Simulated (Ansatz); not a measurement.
**ZrPt3: sound and stiffness along [100], [110] and [111]**

The calculation used DFT LDA, scalar-relativistic, plane waves, PAW (Ansatz). Cutoff 420 eV, 10×10×10 k-points (Γ-centred), Fermi-Dirac smearing of 0.15 eV. No spin polarisation.

Equilibrium structure at this level:
```xyz
4
Lattice="3.9717 0.0000 0.0000 0.0000 3.9717 0.0000 0.0000 0.0000 3.9717" Properties=species:S:1:pos:R:3 pbc="T T T"
Zr    0.0000    0.0000    0.0000
Pt    0.0000    1.9858    1.9858
Pt    1.9858    0.0000    1.9858
Pt    1.9858    1.9858    0.0000
```

In a metal, frequencies and elastic constants depend on the k mesh and the smearing, soft modes and shear constants most. Spin–orbit coupling is left out, which can shift energies with elements as heavy as these.

With ions relaxed, on the cubic axes: C11 = 395.7, C12 = 199.8, C44 = 141.4 GPa. The density is 17.930 g/cm³.

Question: Is the crystal stable against strain, and how anisotropic is it?

Answer: Born's conditions hold: C11 + 2C12 = 795.3, C11 − C12 = 195.9 and C44 = 141.4 GPa are all positive. B = (C11 + 2C12)/3 = 265.1 GPa. The two shear moduli are C44 and C′ = (C11 − C12)/2 = 97.9 GPa, so Zener's ratio is A = C44/C′ = 1.44: the tetragonal shear C′ is the soft one, as in many fcc and bcc metals and zincblende crystals. The Cauchy pressure C12 − C44 is 58.5 GPa; it would vanish for pair forces between atoms on inversion centres at zero pressure, and a positive value is usual with metallic or many-body binding, and where atoms off inversion centres relax under shear, which lowers C44.

Question: Give the sound speeds along the three symmetry directions.

Answer: The Christoffel equation gives ρv² for each branch:
```csv
direction,branch,ρv²,GPa,v (m/s)
[100],L,C11,395.7,4698
[100],T (×2),C44,141.4,2808
[110],L,(C11 + C12 + 2C44)/2,439.1,4949
[110],"T, u ∥ [001]",C44,141.4,2808
[110],"T, u ∥ [1-10]",(C11 − C12)/2,97.9,2337
[111],L,(C11 + 2C12 + 4C44)/3,453.6,5030
[111],T (×2),(C11 − C12 + C44)/3,112.4,2504
```

Question: How does Young's modulus depend on direction?

Answer: Inverting gives S11 = 3.823, S12 = -1.283, S44 = 7.074 TPa⁻¹. Along a unit vector (l, m, n), 1/E = S11 − 2(S11 − S12 − S44/2)(l²m² + m²n² + n²l²), where the last bracket is 0, 1/4 and 1/3 for [100], [110] and [111]: E = 262, 329 and 360 GPa. With A > 1 the body diagonal is stiffest. For a film on (001), the biaxial modulus is C11 + C12 − 2C12²/C11 = 394 GPa and the normal strain is −2C12/C11 = -1.01 times the in-plane one.